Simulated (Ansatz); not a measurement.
# Ni (diamond): energy against volume

All numbers below come from Ansatz, DFT, PBEsol, plane waves (420 eV) with PAW, scalar-relativistic. The PAW files were generated under PBE, with cores re-solved for the functional.

The cell is scaled uniformly from the relaxed one, with fractional coordinates and shape fixed. Energies are extrapolated to zero smearing, pressures are those at the given smearing. Magnetic state: ferromagnetic.

A Birch-Murnaghan fit gives V₀ = 15.68 Å³/atom, B₀ = 108 GPa, B₀′ = 4.8.

Task: What are the energy above the minimum and the pressure at 13.808 Å³/atom?

Result: 96.1 meV/atom and 18.68 GPa as computed.

Task: What are the energy above the minimum and the pressure at 14.436 Å³/atom?

Result: 39.0 meV/atom and 10.97 GPa as computed.

Task: What are the energy above the minimum and the pressure at 16.319 Å³/atom?

Result: 8.1 meV/atom and -3.82 GPa as computed.
